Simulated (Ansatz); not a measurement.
ZrO2 in space group Pnma (No. 62; Zr on 4c, O on 4c, O on 4c), plane-wave PAW r²SCAN (Ansatz code), all energies at zero smearing, with the estimated change up to a 700 eV cutoff added, with one set of potentials and settings (totals compare only within such a set). Cell of 12 atoms (4 Zr, 8 O): -21352.609 eV.

```tsv
element	reference phase	E (eV/atom)
Zr	P6_3/mmc, 2 atoms in the cell	-4195.0260
O	C2/m, 4 atoms in the cell, spin-polarised	-566.0281
```

Formation energy per atom, worked out: (-21352.609 − 4×(-4195.0260) − 8×(-566.0281))/12 = -3.690 eV/atom (-356 kJ per mol of atoms), at 0 K, without zero-point energy or fitted corrections.

The workflow started from a Materials Project entry (that database holds measured and hypothetical structures alike); the Crystallography Open Database copy checked does not list it. It is not the phase usual at ambient conditions (space group No. 14). Symmetry was held in the r²SCAN relaxation; whether a distortion lowers the energy is not shown. No spin polarisation was allowed. The references are the lowest solids computed at this level, not always the standard phases (solids in place of the gases).

Potentials: the later of the program's two PAW sets.
